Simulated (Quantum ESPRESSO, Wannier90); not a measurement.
**Wannier functions of TaS$_{2}$ (R3m)**

```xyz
3
Lattice="-1.6688 2.8905 0.0000 -3.3376 0.0000 0.0000 -1.6688 0.9635 6.3284" Properties=species:S:1:pos:R:3 pbc="T T T"
Ta     1.6688    -0.9635    -3.1626
S     -1.6688     0.9635    -1.6112
S      1.6688    -0.9635     1.6158
```

Structure: Materials Project mp-10014, symmetrised, not relaxed again. Not found in the COD (Crystallography Open Database) copy used, which has the formula in other groups; not checked further. Level: LDA, no spin polarisation, no spin-orbit coupling; pw.x of Quantum ESPRESSO at 47 Ry with PseudoDojo potentials, 10×10×10 k-points, Wannier90. Density: 10×10×10 mesh, cold smearing 0.01 Ry. The cell is built of weakly bound layers, chains or molecules. Database cells relaxed without dispersion often hold them too far apart, which can enlarge gaps and weakens couplings between them; spacing and stacking were not compared with the measured crystal. Spin-orbit coupling is left out although heavy elements are present.

Bands 5-6 form an isolated set from -14.04 to -11.76 eV relative to the Fermi level (on the path) and are turned into 2 Wannier functions by minimising the spread from the start: atomic waves S 3s.

Centres (Cartesian, Å; one of the equivalent choices) and spreads:

```tsv
n	x	y	z	spread (Å²)	nearest atom
1	-1.669	0.963	-1.820	1.264	S2
2	1.669	-0.963	1.824	1.263	S3
```

Ω_I = 2.52 Å², Ω_total = 2.53 Å²; the interpolated bands follow pw.x to 0.0 meV rms on the path. Only this start was tried; a symmetric start can stop on a saddle, and mixtures of these functions could lower the total by at most Ω_total − Ω_I.
